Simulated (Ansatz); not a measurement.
Polymorphs of AlPt3, each relaxed with plane-wave PAW PBEsol (Ansatz code):

A: P4/mbm
a = 5.4466 Å, b = 5.4466 Å, c = 7.8534 Å, α = 90.00°, β = 90.00°, γ = 90.00°

```tsv
atom	site	symmetry	x	y	z
Al	4f	2.mm	0.0000	0.5000	0.2383
Pt	4g	m.2m	0.2641	0.2359	0.0000
Pt	4e	4..	0.0000	0.0000	0.2534
Pt	4h	m.2m	0.1946	0.3054	0.5000
```

B: Cu3Au type (Pm-3m)
a = b = c = 3.874 Å, α = β = γ = 90.00°

```csv
atom,site,symmetry,x,y,z
Al,1a,m-3m,0.0000,0.0000,0.0000
Pt,3c,4/mm.m,0.0000,0.5000,0.5000
```

**Question.** Put the candidates in order of energy per atom at 0 K, lowest first, for PBEsol.

**Answer.** A (+0 meV/atom), B (+9 meV/atom)

Standing as an ambient phase not checked: A; B. All cells were relaxed under the symmetry of their starts (and spin orders); stability against distortions was not tested throughout. Rows with no word on spin ran without spin polarisation. Scalar-relativistic: spin–orbit coupling is off unless named, which matters more the heavier the elements.

Energies hold the estimated change up to a 700 eV cutoff; steps of a few meV lie near the error of the meshes.

Potentials: the later of the program's two PAW sets.
